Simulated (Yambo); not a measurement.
Yambo run on Li2PtH6 (space group Fm-3m, No. 225). The wavefunctions are PBEsol (Quantum ESPRESSO, PseudoDojo norm-conserving, 84 Ry, without SOC) ones on a 4×4×4 mesh (15 occupied bands); a = b = c = 4.702 Å, α = β = γ = 60.00°.

Yambo input:

```
rim_cut
HF_and_locXC
RandQpts= 1000000
RandGvec= 1 Ry
EXXRLvcs= 84 Ry
VXCRLvcs= 336 Ry
% QPkrange
 1 | 1 | 15 | 16 |
 3 | 3 | 15 | 16 |
 6 | 6 | 15 | 16 |
 7 | 7 | 15 | 16 |
 8 | 8 | 15 | 16 |
%
```

k points by index: 1 = Γ, 3 = L, 6 = (0, 0.25, -0.25), 7 = X, 8 = W.

Resulting energies as the program prints them:

```
#    K-point    Band    Eo [eV]    Ehf [eV]    Vxc [eV]    Vnlxc [eV]
#
    1    15    -0.269968    -3.522414    -12.19311    -15.44555
    1    16    6.533816    11.42214    -10.20124    -5.312916
    3    15    -0.018501    -3.089851    -12.21135    -15.28269
    3    16    5.419221    9.781264    -13.68504    -9.323001
    6    15    0.000000    -3.044617    -12.33034    -15.37495
    6    16    5.390169    9.659026    -12.83377    -8.564911
    7    15    -1.551811    -5.140540    -11.25848    -14.84720
    7    16    2.863128    6.531028    -13.79088    -10.12298
    8    15    -1.580621    -5.915793    -16.00289    -20.33806
    8    16    4.665321    8.526419    -13.64633    -9.785237
```
Exchange alone, without screening.

Geometry of the Materials Project entry, not relaxed at this level.

The structure is a Materials Project entry; no match was found in the copy of COD used, and its stability was not checked.
